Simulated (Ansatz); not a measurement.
YPt$_{2}$:
```xyz
6
Lattice="0.0000 3.8233 3.8233 3.8233 0.0000 3.8233 3.8233 3.8233 0.0000" Properties=species:S:1:pos:R:3 pbc="T T T"
Y      3.8233     3.8233     3.8233
Y      5.7350     5.7350     5.7350
Pt     0.9558     0.9558     0.9558
Pt     0.9558     2.8675     2.8675
Pt     2.8675     2.8675     0.9558
Pt     2.8675     0.9558     2.8675
```

Relaxed with r²SCAN. Special points in fractions of this cell's reciprocal vectors: Γ (0.000, 0.000, 0.000); X (0.500, 0.000, 0.500); U (0.625, 0.250, 0.625); K (0.375, 0.375, 0.750); L (0.500, 0.500, 0.500); W (0.500, 0.250, 0.750).

Question: List the band energies nearest the Fermi level at these points for the program Ansatz at the r²SCAN with spin–orbit coupling level (PAW).

Answer: In eV from the Fermi level; about four levels below and three above (degenerate sets whole), none deeper than 8.9 eV; points with the same levels are listed once.

```csv
k,below,above
Γ,-0.43 -0.43 -0.43 -0.43,0.31 0.31 0.39 0.39
X,-0.11 -0.11 -0.11 -0.11,1.86 1.86 1.86 1.86
U,-1.27 -1.27 -0.35 -0.35,0.31 0.31 1.48 1.48
L,-1.67 -1.67 -1.33 -1.33,0.31 0.31 0.51 0.51
W,-0.26 -0.26 -0.01 -0.01,1.62 1.62 1.73 1.73
```

Space group Fd-3m (cubic Laves (MgCu2 type)). The workflow started from an entry of the Crystallography Open Database (COD). Whether it is the stable phase at ambient conditions was not checked. Symmetry was held in the r²SCAN relaxation; whether a distortion lowers the energy is not shown. No spin polarisation was allowed.

Potentials: the later of the program's two PAW sets.
